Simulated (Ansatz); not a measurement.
Here is the system:

Al2W:
```
CELL_PARAMETERS angstrom
      0.00000     4.17378     4.47490
      2.47931     0.00000     4.47490
      2.47931     4.17378     0.00000
ATOMIC_POSITIONS crystal
  Al 0.08312 0.41688 0.08312
  Al 0.41688 0.08312 0.41688
  Al 0.16688 0.83312 0.16688
  Al 0.83312 0.16688 0.83312
  W  0.75000 0.75000 0.75000
  W  0.50000 0.50000 0.50000
```

This is the PBE-relaxed structure.

### Question
All from the program Ansatz at the PBE level (PAW), unless another level is named. Estimate the formation energy from the elements (no fitted shifts).

### Answer
-0.062 eV/atom.

### Question
Predict the density of states at the Fermi level.

### Answer
0.44 states/eV per atom (mean over ±0.08 eV).

Space group Fddd. The start of the workflow was typed in or built on a structure type; neither database checked (COD, Materials Project) lists it. Its standing as an ambient phase is unchecked. Symmetry was held in the PBE relaxation; whether a distortion lowers the energy is not shown. The run is not spin-polarised. The references are the lowest solids computed at this level, not always the standard phases. Spin–orbit coupling is left out wherever it is not named.

Potentials: the earlier of the program's two PAW sets.
